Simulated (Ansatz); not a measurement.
The end of the path is a generated cell of ZrS3: the first start was made by placing the elements on the sites of a structure type, and the end was not matched to a known phase here, so it may be hypothetical.

A geometry of ZrS$_{3}$ away from equilibrium: the start of the relaxation of a generated cell, ZrS3 built in the AFLOW prototype AB3_mC16_12_g_ij (D0_15, as in AlCl3). The numbers are results of r2SCAN (plane waves to 500 eV, PAW, scalar-relativistic; Ansatz, a program for electronic structure), not measurements. Γ-centred k-mesh 5×5×4 on the run's cell (coarser than for final values), Fermi–Dirac smearing 0.05 eV.

```xyz
8
Lattice="2.9333 -5.0759 0.0000 2.9333 5.0759 0.0000 -1.9099 0.0000 5.7919" Properties=species:S:1:pos:R:3 pbc="T T T"
Zr     2.9333    -3.3887     0.0000
Zr     2.9333     3.3887     0.0000
S      0.8273     0.0000     1.3107
S      3.1293     0.0000     4.4812
S      3.9811    -1.8140     1.3020
S     -0.0245    -1.8140     4.4899
S     -0.0245     1.8140     4.4899
S      3.9811     1.8140     1.3020
```

Question: Predict the force on each atom, in eV/Å.

Answer: 
```
atom     Fx     Fy     Fz
----  -----  -----  -----
Zr1    0.00   0.10   0.00
Zr2    0.00  -0.10   0.00
S3     2.40   0.00   4.00
S4    -2.40   0.00  -4.00
S5    -1.19   2.04   3.90
S6     1.19   2.04  -3.90
S7     1.19  -2.04  -3.90
S8    -1.19  -2.04   3.90
```

Question: What is the pressure?

Answer: +29.3 GPa, compression positive.

Question: How far above the relaxed end point is this geometry?

Answer: 1.00 eV/atom; the path ends in C2/m (No. 12).

The relaxed cell holds bonded S–S pairs (2.11 Å). No spin polarisation in the result.

The run could not lose the symmetry of its start: the end is stationary, and may be a saddle point rather than a minimum.
